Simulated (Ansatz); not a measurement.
Input, command and steps of an Ansatz relaxation.

```yaml
crystal:
  lattice:
    - [6.0019680913, 0.0, 0.0]
    - [0.0, 6.0019680913, 0.0]
    - [0.0, 0.0, 6.0019680913]
  atoms:
    - { symbol: Cs, position: [0.0, 0.0, 0.0] }
    - { symbol: Sn, position: [0.5, 0.5, 0.5] }
    - { symbol: I, position: [0.0, 0.5, 0.5] }
    - { symbol: I, position: [0.5, 0.0, 0.5] }
    - { symbol: I, position: [0.5, 0.5, 0.0] }
basis:
  ecutwfc: 420
kpoints:
  mp_grid: { grid: [6, 6, 6] }
hamiltonian:
  xc: pbe
scf:
  occupations: { method: gaussian, width: 0.01 }
output:
  forces: true
  stress: true
  eigenvalues: true
relax:
  adjacent_minimum: "off"
  f_tol: 0.008
  max_steps: 50
  cell: { stress_tol: 0.08, p_target: 4.0 }
```

```bash
ansatz run input.yaml --threads 1 --pin off --max-ram 2560MiB --backend cpu --events-out ev --progress --plain --runs-dir out
```

All numbers below come from DFT PBE, scalar-relativistic, plane waves, PAW (Ansatz).

Of 4 frames 4 are shown, positions in Å and forces in eV/Å; the SCF threshold varies from step to step. Steps run on the plane waves of an earlier cell, with a Pulay correction in the pressure. The basis is chosen afresh for the last frame, the zero of the energies, and at times for earlier ones too; energy and pressure step there, also at an unchanged geometry. The relaxation lowers the enthalpy F + PV at the target pressure, so the free energy itself can rise.

```xyz
5
Lattice="6.0020 0.0000 0.0000 0.0000 6.0020 0.0000 0.0000 0.0000 6.0020" Properties=species:S:1:pos:R:3:forces:R:3 pbc="T T T" step=1 free_energy_over_end_meV_per_atom=-33.21 pressure_GPa=2.91
Cs    0.0000    0.0000    0.0000    0.0000    0.0000    0.0000
Sn    3.0010    3.0010    3.0010    0.0000    0.0000    0.0000
I     0.0000    3.0010    3.0010    0.0000    0.0000    0.0000
I     3.0010    0.0000    3.0010    0.0000    0.0000    0.0000
I     3.0010    3.0010    0.0000    0.0000    0.0000    0.0000
5
Lattice="5.9427 0.0000 0.0000 0.0000 5.9427 0.0000 0.0000 0.0000 5.9427" Properties=species:S:1:pos:R:3:forces:R:3 pbc="T T T" step=2 free_energy_over_end_meV_per_atom=-6.84 pressure_GPa=3.80
Cs    0.0000    0.0000    0.0000    0.0000    0.0000    0.0000
Sn    2.9714    2.9714    2.9714    0.0000    0.0000    0.0000
I     0.0000    2.9714    2.9714    0.0000    0.0000    0.0000
I     2.9714    0.0000    2.9714    0.0000    0.0000    0.0000
I     2.9714    2.9714    0.0000    0.0000    0.0000    0.0000
5
Lattice="5.9297 0.0000 0.0000 0.0000 5.9297 0.0000 0.0000 0.0000 5.9297" Properties=species:S:1:pos:R:3:forces:R:3 pbc="T T T" step=3 free_energy_over_end_meV_per_atom=-0.16 pressure_GPa=4.01
Cs    0.0000    0.0000    0.0000    0.0000    0.0000    0.0000
Sn    2.9648    2.9648    2.9648    0.0000    0.0000    0.0000
I     0.0000    2.9648    2.9648    0.0000    0.0000    0.0000
I     2.9648    0.0000    2.9648    0.0000    0.0000    0.0000
I     2.9648    2.9648    0.0000    0.0000    0.0000    0.0000
5
Lattice="5.9297 0.0000 0.0000 0.0000 5.9297 0.0000 0.0000 0.0000 5.9297" Properties=species:S:1:pos:R:3:forces:R:3 pbc="T T T" step=4 free_energy_over_end_meV_per_atom=0.00 pressure_GPa=4.01
Cs    0.0000    0.0000    0.0000    0.0000    0.0000    0.0000
Sn    2.9648    2.9648    2.9648    0.0000    0.0000    0.0000
I     0.0000    2.9648    2.9648    0.0000    0.0000    0.0000
I     2.9648    0.0000    2.9648    0.0000    0.0000    0.0000
I     2.9648    2.9648    0.0000    0.0000    0.0000    0.0000
```

It took 41 s on 1 thread of Arm Neoverse V2 (shared host), peak memory 0.55 GiB.

The smearing is narrow for a metal on this mesh.